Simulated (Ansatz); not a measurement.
Bi (simple cubic, Pm-3m), a = 3.250 Å, b = 3.250 Å, c = 3.250 Å, α = 90.00°, β = 90.00°, γ = 90.00°.

Relaxed with r²SCAN.

### Question
Tabulate the valence density and the electron localisation function along the shortest Bi–Bi contact (3.25 Å), r²SCAN in the plane-wave PAW code Ansatz.

### Answer


```
distance from Bi (Å)  density (e/Å³)   ELF
--------------------  --------------  ----
0.33                            6.71  0.11
0.49                            4.93  0.17
0.65                            3.13  0.28
0.81                            1.67  0.39
0.98                            0.79  0.43
1.14                            0.44  0.43
1.30                            0.30  0.44
1.46                            0.23  0.44
1.63                            0.21  0.43
1.79                            0.23  0.44
1.95                            0.30  0.44
2.11                            0.44  0.43
2.28                            0.79  0.43
2.44                            1.67  0.39
2.60                            3.13  0.28
2.76                            4.93  0.17
2.93                            6.71  0.11
```

The density is the valence pseudo-density with augmentation charge, so density and ELF within about 1 Å of a nucleus are not all-electron values.

The start of the workflow was typed in or built on a structure type; neither database checked (COD, Materials Project) lists it. It is not the phase usual at ambient conditions (space group No. 166). The r²SCAN relaxation kept the symmetry of its start; whether a distortion lowers the energy is not shown. Scalar-relativistic: spin–orbit coupling is off unless named, which matters more the heavier the elements.

Potentials: the earlier of the program's two PAW sets.
